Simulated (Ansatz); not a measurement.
# Equation of state of Y2In

A database entry relaxed whole under r2SCAN (P6_3/mmc):

```
CELL_PARAMETERS angstrom
5.38763 0.00000 0.00000
-2.69381 4.66582 0.00000
0.00000 0.00000 6.79057
ATOMIC_POSITIONS crystal
Y 0.33333 0.66667 0.75000
Y 0.66667 0.33333 0.25000
Y 0.00000 0.00000 0.00000
Y 0.00000 0.00000 0.50000
In 0.33333 0.66667 0.25000
In 0.66667 0.33333 0.75000
```

The cell was scaled uniformly, its shape held, and the atoms relaxed at each volume with plane-wave PAW DFT (Ansatz 0.2.0; r2SCAN, 500 eV, 7×7×5 Γ-centred mesh, fermi-dirac occupations of width 0.100 eV; no spin, no spin-orbit coupling). One row is withheld.

```json
{"volume (Å³/atom)": "26.743", "energy over the lowest (meV/atom)": "20.1", "pressure (GPa)": "3.95"}
{"volume (Å³/atom)": "27.312", "energy over the lowest (meV/atom)": "8.7", "pressure (GPa)": "2.50"}
{"volume (Å³/atom)": "27.881", "energy over the lowest (meV/atom)": "?", "pressure (GPa)": "?"}
{"volume (Å³/atom)": "28.450", "energy over the lowest (meV/atom)": "0.0", "pressure (GPa)": "0.00"}
{"volume (Å³/atom)": "29.019", "energy over the lowest (meV/atom)": "2.0", "pressure (GPa)": "-1.09"}
{"volume (Å³/atom)": "29.588", "energy over the lowest (meV/atom)": "7.6", "pressure (GPa)": "-2.07"}
{"volume (Å³/atom)": "30.157", "energy over the lowest (meV/atom)": "16.6", "pressure (GPa)": "-2.97"}
```

**Question.** Fit the pressures of the other rows to the third-order Birch-Murnaghan form.

**Answer.** With f = [(V₀/V)^(2/3) − 1]/2 and P = 3B₀f(1 + 2f)^(5/2)[1 + 3(B₀′ − 4)f/2], least squares gives V₀ = 28.45 Å³ an atom, B₀ = 56.8 GPa and B₀′ = 3.8; the rows miss the fit by less than 0.01 GPa. The slope of the energies differs from these pressures by less than 0.05 GPa.

**Question.** What does the withheld row hold?

**Answer.** The fit gives 1.19 GPa at 27.881 Å³; the run gave 1.19 GPa and 2.1 meV an atom.

Caveats: the shape of the cell was held, so B₀ is an upper bound where the axes differ in stiffness; 0 K, fixed nuclei; the symmetry was kept, and this need not be the phase that is stable at 0 K; one mesh for all volumes; pressure is positive in compression.
